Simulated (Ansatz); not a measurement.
## Moving the Hubbard U on La f, Mn d, Mo d in NaLaMnMoO6

```xyz
20
Lattice="3.7945 -3.8493 -0.0001 3.7945 3.8493 -0.0001 -0.0460 0.0000 8.2203" Properties=species:S:1:pos:R:3 pbc="T T T"
Na    3.7600   -0.0493    6.1651
Na    3.7830    0.0493    2.0550
La    3.7600    3.7539    6.1651
La    3.7830   -3.7539    2.0550
Mn    1.8742    1.9246    4.1101
Mn    1.8973   -1.9246    0.0000
Mo    1.8742   -1.9246    4.1101
Mo    1.8973    1.9246    0.0000
O     2.2242   -1.8899    6.0211
O     5.3188    1.8899    2.1991
O     3.7643    1.6891    4.5073
O     3.7787   -1.6891    3.7129
O     6.0251   -0.0155    4.1046
O     1.5179    0.0155    4.1155
O     2.2472    1.8899    1.9109
O     5.2958   -1.8899    6.3092
O     6.0021    0.0155    8.2147
O     1.5409   -0.0155    0.0054
O     3.7557    1.6891    7.8230
O     3.7873   -1.6891    0.3971
```

The cell comes from a database or a generator and needn't be the stable form of this composition.

Kept alike: task projected density of states; functional PBE; k mesh 5 × 5 × 4; occupations fermi-dirac, width 0.05 eV; collinear spin, ferromagnetic start. Program: Ansatz, Ansatz PAW, cutoff 420 eV. The mesh is that of the run's cell of 20 atoms. No spin-orbit coupling.

| run | pressure (GPa) | largest site moment (μB) |
| --- | --- | --- |
| A | 5.93 | 3.52 |
| B | 2.32 | 3.32 |
| C | 4.64 | 3.47 |

Pressure is positive in compression, with a Pulay correction for the finite cutoff. How U acts hangs on the program's projectors. The runs hold the magnetic state that their start led to, which needn't be the lowest. Site moments count inside each atom's sphere or projector. U is the effective U - J on orthogonalised atomic projectors. Double counting: fully localised limit (the default).

Problem. The runs differ in the Hubbard U on La f, Mn d, Mo d alone: 2; 4; 6 eV. Which run is which?

Solution. Run A is 6 eV; run B is 2 eV; run C is 4 eV. The pressure rises from 2.32 to 5.93 GPa between 2 and 6 eV. U localises the shell and weakens its bonds, so the cell pushes outwards. The largest site moment rises from 3.32 to 3.52 μB between 2 and 6 eV.
